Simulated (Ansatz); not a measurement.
A geometry of Ir away from equilibrium: step 3 of the relaxation of a randomly generated symmetric cell of Ir (space group No. 191). The numbers are results of PBE (plane waves to 420 eV, PAW, scalar-relativistic; Ansatz, an electronic-structure program), not measurements. Γ-centred k-mesh 14×14×6 on the run's cell (coarser than for final values), Fermi–Dirac smearing 0.05 eV.

```xyz
2
Lattice="2.6470 0.0000 0.0000 -1.3235 2.2924 0.0000 0.0000 0.0000 5.3848" Properties=species:S:1:pos:R:3:forces:R:3 pbc="T T T" free_energy=-23872.422 pressure_GPa=-0.5
Ir     0.0000     0.0000     3.9308    0.0000    0.0000    0.4548
Ir     0.0000     0.0000     1.4539    0.0000    0.0000   -0.4548
```

Positions in Å, forces in eV/Å, free energy of the cell in eV (comparable only within this code, potentials and settings). Largest force: 0.45 eV/Å, on Ir1, Ir2 (atoms numbered as listed).

No spin polarisation in the result.

The run could not lower the symmetry of its start; a shaken copy of this end point relaxes with PBE to R-3m (No. 166), 0.40 eV/atom lower.

The end of the path is a generated cell of Ir: the first start was made by a random draw of sites in a space group, and the end was not matched to a known phase here, so it may be hypothetical. Known forms of Ir include space group No. 225.
